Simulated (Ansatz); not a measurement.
Ni5Ge3:
```
Ni5Ge3
1.0
    5.36203     3.33754     0.00000
   -5.36203     3.33754     0.00000
   -3.24473     0.00000     5.41152
Ni Ge
10 6
Cartesian
 -1.31256   4.96231   3.49412
 -1.93217   1.71277   1.91740
 -3.55453   4.96231   4.62316
  0.30980   1.71277   0.78836
  2.68102   1.66877   0.00000
 -4.30338   1.66877   2.70576
 -3.77778   2.76151   0.46454
  0.53305   3.91357   4.94698
  2.15541   2.76151   2.24122
 -5.40014   3.91357   3.17029
 -0.81118   5.98348   1.35288
 -2.43355   0.69160   4.05864
 -4.70670   2.89456   5.14751
  1.46197   3.78052   0.26401
 -0.16040   2.89456   2.96977
 -3.08433   3.78052   2.44175
```

Relaxed with r²SCAN. Special points in fractions of this cell's reciprocal vectors: Γ (0.000, 0.000, 0.000); C (0.382, 0.382, 0.000); C2 (-0.382, 0.618, 0.000); Y2 (-0.500, 0.500, 0.000); M2 (-0.500, 0.500, 0.500); D (-0.267, 0.733, 0.500); D2 (0.267, 0.267, 0.500); A (0.000, 0.000, 0.500); L2 (0.000, 0.500, 0.500); V2 (0.000, 0.500, 0.000).

Q: List the band energies nearest the Fermi level at these points for r²SCAN in the plane-wave PAW code Ansatz.

A: In eV from the Fermi level; about four levels below and three above (degenerate sets whole), none deeper than 8.9 eV; points with the same levels are listed once.

```csv
k,below,above
Γ,-0.29 -0.27 -0.14 -0.11,0.10 2.73 2.98
C,-0.61 -0.45 -0.40 -0.18,0.17 0.25 0.54
Y2,-0.82 -0.79 -0.22 -0.18,0.04 0.09 0.56
M2,-1.16 -1.16 -0.82 -0.82,0.07 0.07 0.18 0.18
D,-0.70 -0.70 -0.32 -0.32,0.40 0.40 1.24 1.24
A,-0.66 -0.66 -0.14 -0.14,0.16 0.16 0.98 0.98
L2,-0.91 -0.73 -0.43 -0.39,0.27 0.30 0.47
V2,-0.73 -0.47 -0.26 -0.17,0.15 0.20 0.89
```

Space group C2/c. The first step of the workflow began from a Materials Project structure, measured or hypothetical; the Crystallography Open Database copy checked does not list it. Whether it is the stable phase at ambient conditions was not checked. The cell was relaxed with r²SCAN under the symmetry of its start; whether a distortion lowers the energy is not shown. The run is not spin-polarised. Spin–orbit coupling is left out wherever it is not named.

Potentials: the later of the program's two PAW sets.
